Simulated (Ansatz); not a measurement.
Space group P-3m1 (No. 164). a = 3.164 Å, b = 3.164 Å, c = 5.089 Å, α = 90.00°, β = 90.00°, γ = 120.00°
```csv
atom,site,symmetry,x,y,z
Li,2d,3m.,0.3333,0.6667,0.1342
V,1b,-3m.,0.0000,0.0000,0.5000
O,2d,3m.,0.3333,0.6667,0.7391
```

Equation of state of this Li$_{2}$VO$_{2}$ structure (not necessarily the ground state), with shape and atoms relaxed at each volume where symmetry leaves them free. The calculation used DFT r2SCAN, scalar-relativistic, plane waves, PAW in Ansatz 0.2.0.

Settings: cutoff 500 eV, Γ-centred mesh 9×9×6 on the computed 5-atom cell, Gaussian smearing of 0.02 eV; collinear spin.

```tsv
V (Å³/atom)	E − E(largest V) (meV/atom)	P (GPa)	gap on mesh (eV)
8.293	2.88	9.01	1.14
8.558	-7.87	4.14	1.25
8.823	-11.20	0.00	1.36
9.087	-8.24	-3.49	1.45
9.352	0.00	-6.39	1.44
```

Task: Fit a third-order Birch–Murnaghan equation to E(V).

Result: V0 = 8.82 Å³/atom, B0 = 126 GPa, B0' = 4.7.

The state reached may not be the lowest one. The cell holds one magnetic atom, so it can only be ferromagnetic; an antiferromagnetic order may lie lower.